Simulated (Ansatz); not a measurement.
**Structure relaxation, Si$_{2}$Mo**

The start is a relaxed Si2Mo cell shaken by Gaussian noise of σ = 0.08 Å a coordinate. A full variable-cell relaxation at zero pressure is run with r2SCAN (plane waves to 500 eV, PAW, scalar-relativistic; Ansatz, an electronic-structure program). The first steps use a coarse 6×6×4 k-mesh.

The start:
```
CELL_PARAMETERS angstrom
      4.58465     0.00000     0.00000
     -2.29232     3.97042     0.00000
      0.00000     0.00000     6.57782
ATOMIC_POSITIONS crystal
  Mo 0.52487 0.00325 0.99907
  Mo 0.49777 0.51184 0.32789
  Mo 0.99039 0.51165 0.66723
  Si 0.14890 0.33059 0.99465
  Si 0.81992 0.15241 0.33904
  Si 0.64742 0.84842 0.66769
  Si 0.83584 0.67398 0.00101
  Si 0.16818 0.81463 0.35171
  Si 0.32238 0.17185 0.68837
```

Question: Does it find its way back to the structure it was made from?

Answer: It relaxes back to the parent, P6₂22 (No. 180).

Question: How do the shortest distances between atoms change?

Answer: The closest pairs of elements (up to four, under 3.6 Å), start → end: Mo–Si 2.40 → 2.57 Å; Si–Si 2.41 → 2.55 Å; Mo–Mo 3.08 → 3.17 Å.

Question: What band gap does the relaxed structure have at this level?

Answer: 0.16 eV, indirect (valence top at L, conduction bottom at M) (no spin-orbit coupling).

Relaxed structure:

```cif
data_Mo3Si6
_chemical_formula_sum 'Mo3 Si6'
_space_group_name_H-M_alt 'P6222'
_space_group_IT_number 180
_space_group_name_Hall 'P 62 2 (0 0 4)'
_cell_length_a 4.58474
_cell_length_b 4.58474
_cell_length_c 6.57746
_cell_angle_alpha 90.000
_cell_angle_beta 90.000
_cell_angle_gamma 120.000
loop_
_atom_site_label
_atom_site_type_symbol
_atom_site_symmetry_multiplicity
_atom_site_Wyckoff_symbol
_atom_site_fract_x
_atom_site_fract_y
_atom_site_fract_z
_atom_site_occupancy
Mo1 Mo 3 c 0.50000 0.00000 0.00000 1
Si1 Si 6 i 0.16386 0.32771 0.00000 1
```

Final values are on a 8×8×5 k-mesh of the relaxed cell. No spin polarisation in the result.

The first start was generated by placing the elements on the sites of a structure type. Materials Project lists a structure of Si2Mo in the same space group, P6₂22 (No. 180); the sites were not compared with it, nor with measured phases. Known forms of Si2Mo include space group No. 139.
